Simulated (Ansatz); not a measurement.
Trial structure of Ge3Te2O, not yet relaxed:

```cif
data_structure
_symmetry_space_group_name_H-M 'P 1'
_symmetry_Int_Tables_number 1
_cell_length_a 5.8858
_cell_length_b 5.8858
_cell_length_c 5.8858
_cell_angle_alpha 126.299
_cell_angle_beta 115.760
_cell_angle_gamma 88.476
_cell_volume 140.32
loop_
_atom_site_label
_atom_site_type_symbol
_atom_site_fract_x
_atom_site_fract_y
_atom_site_fract_z
_atom_site_occupancy
Ge1 Ge 0.33214 0.00000 0.33214 1
Ge2 Ge 0.66786 0.00000 0.66786 1
Ge3 Ge 0.00000 0.00000 0.00000 1
Te1 Te 0.22808 0.50000 0.72808 1
Te2 Te 0.77192 0.50000 0.27192 1
O1 O 0.50000 0.50000 0.00000 1
```

Level of theory: DFT PBE, scalar-relativistic, plane waves, PAW (Ansatz 0.2.0). Plane waves to 420 eV, a k mesh through Γ of 4×4×4 on the computed 6-atom cell and Gaussian smearing (0.10 eV); no spin polarisation.

Energies over the elements count from the elements' standard structures at the same level (O₂ as a molecule), with no fitted energy shifts.

**Question.** What does a single point on this coarse mesh give?

**Answer.** The pressure is 37.2 GPa (the mean over three directions, positive in compression), the largest force is 9.82 eV/Å, and the energy is +1.57 eV/atom against the elements. The shortest distance is 1.70 Å.

**Question.** Is it a good guess?

**Answer.** A poor one: relaxing gains about 1.4 eV/atom (the start's value is from the coarse mesh, so the gain is rough) in 29 ionic steps and ends at +0.17 eV/atom on the finer mesh. The symmetry stays Immm (No. 71). The volume per atom shrinks by 2.2 %, from 23.4 to 22.9 Å³. The shortest distance goes from 1.70 Å (Te–O) to 2.21 Å (Te–O). Conventional cell: a = 5.767 Å, b = 5.867 Å, c = 8.108 Å. Ge on a site of symmetry mm2 has 1 Ge at 2.58 Å, 4 Te at 2.91–3.02 Å, 1 Ge at 2.95 Å and 2 O at 3.28 Å; Te is surrounded by 1 O at 2.21 Å and 4 Ge at 2.91–3.02 Å; O is surrounded by 2 Te at 2.21 Å, 2 Ge at 2.88 Å and 4 Ge at 3.28 Å; 1 more site not described.

The last run used a 10×10×10 mesh for its 6-atom cell and Gaussian smearing of 0.10 eV. Spin–orbit coupling, which can matter for Te, is left out. The reference form of Te is held partly by dispersion forces, which this level lacks. The relaxation can't lower the symmetry of the start, and the grade says only how near the guess is to its own end. Symmetry constrained the relaxation, so the result can be a saddle point. Another cell of Ge3Te2O relaxed alike, in P-3m1, lies 287 meV/atom lower, so this cell isn't the stable form at this level.
